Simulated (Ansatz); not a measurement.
HfN:
Space group Fm-3m (No. 225); a = b = c = 4.526 Å, α = β = γ = 90.00°

```csv
atom,site,symmetry,x,y,z
Hf,4a,m-3m,0.0000,0.0000,0.0000
N,4b,m-3m,0.5000,0.5000,0.5000
```
(The calculation used a cell of 2 atoms; values per cell refer to that cell.)

Relaxed with r²SCAN.

**Question.** Tabulate the valence density and the electron localisation function along the shortest Hf–N contact (2.26 Å), r²SCAN in the plane-wave PAW code Ansatz.

**Answer.** 

```csv
distance from Hf (Å),density (e/Å³),ELF
0.23,42.06,0.84
0.34,27.55,0.85
0.45,15.65,0.84
0.57,7.88,0.80
0.68,3.67,0.70
0.79,1.69,0.53
0.91,0.89,0.30
1.02,0.59,0.16
1.13,0.48,0.15
1.24,0.51,0.28
1.36,0.64,0.55
1.47,0.88,0.75
1.58,1.27,0.81
1.70,1.88,0.79
1.81,2.64,0.70
1.92,3.24,0.49
2.04,3.42,0.22
```

The density is the valence pseudo-density with augmentation charge, so density and ELF within about 1 Å of a nucleus are not all-electron values.

Symmetry was held in the r²SCAN relaxation; of distortions, only those at the zone centre were tested. No spin polarisation was allowed. Spin–orbit coupling is left out wherever it is not named.

Potentials: the earlier of the program's two PAW sets.
